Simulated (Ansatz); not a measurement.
Space group Fd-3m:1 (No. 227). a = 7.527 Å, b = 7.527 Å, c = 7.527 Å, α = 90.00°, β = 90.00°, γ = 90.00°
```tsv
atom	site	symmetry	x	y	z
Ca	8b	-43m	0.2500	0.7500	0.2500
Ir	16c	.-3m	0.1250	0.1250	0.1250
```

Equation of state of this CaIr2 structure (not necessarily the ground state), with shape and atoms relaxed at each volume where symmetry leaves them free. It has no gap at any of these volumes. Computed with DFT r2SCAN, scalar-relativistic, plane waves, PAW (Ansatz).

Cutoff 500 eV; k points 8×8×8 on the computed 6-atom cell (Γ-centred); Gaussian smearing, width 0.10 eV; no spin polarisation.

```
V (Å³/atom) E − E(largest V) (meV/atom) P (GPa)
     16.703                         7.62    12.98
     17.236                       -23.38     5.92
     17.769                       -32.81    -0.02
     18.302                       -24.05    -5.03
     18.836                         0.00    -9.24
```

Task: Fit a third-order Birch–Murnaghan equation to E(V).

Result: V0 = 17.76 Å³/atom, B0 = 182 GPa, B0' = 4.7.

Spin-orbit coupling is left out, which matters for the bands of heavy elements.

Cost: 5 runs of about 2.9 core-minutes in all, on Arm Neoverse V1 (shared hosts).